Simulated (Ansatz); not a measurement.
A geometry of ScF₃ away from equilibrium: step 2 of the relaxation of a generated cell, ScF3 built in the AFLOW prototype AB3_hP8_182_c_g (as in Fe3C). All values below come from PBE (plane waves to 420 eV, PAW, scalar-relativistic; Ansatz, an electronic-structure program). Γ-centred k-mesh 5×5×5 on the run's cell (coarser than for final values), Fermi–Dirac smearing 0.05 eV. The plane waves were selected for a different cell earlier on the path.

```yaml
crystal:
  lattice:
    - [5.32825, 0.00000, 0.00000]
    - [-2.66412, 4.61440, 0.00000]
    - [0.00000, 0.00000, 4.78730]
  atoms:
    - { symbol: F, position: [0.35939, 0.00000, 0.00000] }
    - { symbol: F, position: [0.35939, 0.35939, 0.50000] }
    - { symbol: F, position: [0.00000, 0.35939, 0.00000] }
    - { symbol: F, position: [0.64061, 0.00000, 0.50000] }
    - { symbol: F, position: [0.64061, 0.64061, 0.00000] }
    - { symbol: F, position: [0.00000, 0.64061, 0.50000] }
    - { symbol: Sc, position: [0.33333, 0.66667, 0.25000] }
    - { symbol: Sc, position: [0.66667, 0.33333, 0.75000] }
```

What forces act on the atoms (eV/Å)?


```csv
atom,Fx,Fy,Fz
F1,0.53,0.00,0.00
F2,0.27,0.46,0.00
F3,-0.27,0.46,0.00
F4,-0.53,0.00,0.00
F5,-0.27,-0.46,0.00
F6,0.27,-0.46,0.00
Sc7,0.00,0.00,0.00
Sc8,0.00,0.00,0.00
```

The path ends in P6₃22 (No. 182) (AFLOW prototype AB3_hP8_182_c_g (as in Fe3C)). No spin polarisation in the result.

The run could not lose the symmetry of its start: the end is stationary, and may be a saddle point rather than a minimum.

The end of the path is a generated cell of ScF3: the first start was made by placing the elements on the sites of a structure type, and the end was not matched to a known phase here, so it may be hypothetical.
